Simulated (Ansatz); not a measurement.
# Structure relaxation, TiTe₂

The start is a relaxed TiTe2 cell displaced along its unstable phonon at q = (0, 0, ½) of its primitive reciprocal cell (62i cm⁻¹), largest move 0.15 Å. A full variable-cell relaxation at zero pressure is run with PBE (plane waves to 420 eV, PAW, scalar-relativistic; Ansatz, a quantum-chemistry and plane-wave program). The first steps use a coarse 7×7×3 k-mesh.

Initial structure:
```
TiTe2
1.0
    4.84625     0.00000     0.00000
    0.00000     4.84625     0.00000
    0.00000     0.00000    14.07865
Te Ti
8 4
Direct
  0.00000   0.51242   0.14868
  0.00000   0.48758   0.64868
  0.50000   0.01710   0.35132
  0.50000   0.98290   0.85132
  0.00000   0.51710   0.39868
  0.00000   0.48290   0.89868
  0.50000   0.98758   0.10132
  0.50000   0.01242   0.60132
  0.00000   0.96905   0.00000
  0.00000   0.03095   0.50000
  0.50000   0.53095   0.25000
  0.50000   0.46905   0.75000
```

Q: How much energy is released per atom?

A: 0.23 eV/atom.

Q: How does the volume per atom move from start to end?

A: -4.6 %, from 27.55 to 26.28 Å³/atom.

Q: Is the parent structure recovered?

A: It does not go back: it reaches Pnma (No. 62), 0.23 eV/atom below the parent.

Q: How do the shortest distances between atoms change?

A: The closest pairs of elements (up to four, under 3.6 Å), start → end: Te–Ti 2.75 → 2.79 Å; Te–Te 3.41 → 3.43 Å.

Q: Is the relaxed structure metallic? Give its gap.

A: No clear gap: the sampled points leave 0.01 eV away from the symmetry points, which may be a band crossing missed between them.

Q: Give the final cell and atomic positions.

A: 
```cif
data_Te8Ti4
_chemical_formula_sum 'Te8 Ti4'
_space_group_name_H-M_alt 'Pnma'
_space_group_IT_number 62
_space_group_name_Hall '-P 2ac 2n'
_cell_length_a 14.26299
_cell_length_b 3.98808
_cell_length_c 5.54499
_cell_angle_alpha 90.000
_cell_angle_beta 90.000
_cell_angle_gamma 90.000
loop_
_atom_site_label
_atom_site_type_symbol
_atom_site_symmetry_multiplicity
_atom_site_Wyckoff_symbol
_atom_site_fract_x
_atom_site_fract_y
_atom_site_fract_z
_atom_site_occupancy
Te1 Te 4 c 0.03145 0.75000 0.23772 1
Te2 Te 4 c 0.21451 0.25000 0.53436 1
Ti1 Ti 4 c 0.14072 0.25000 0.02577 1
```

Final values are on a 4×12×9 k-mesh of the relaxed cell. No spin polarisation in the result. Spin-orbit coupling is missing; with elements this heavy it can move band edges by tenths of an eV or more.

The run could not lose the symmetry of its start, so the end can be a saddle point.

The relaxed structure here is a generated cell of TiTe2: the first start was made by placing the elements on the sites of a structure type, and the end was not matched to a known phase here, so it may be hypothetical. Known forms of TiTe2 include space group No. 164.
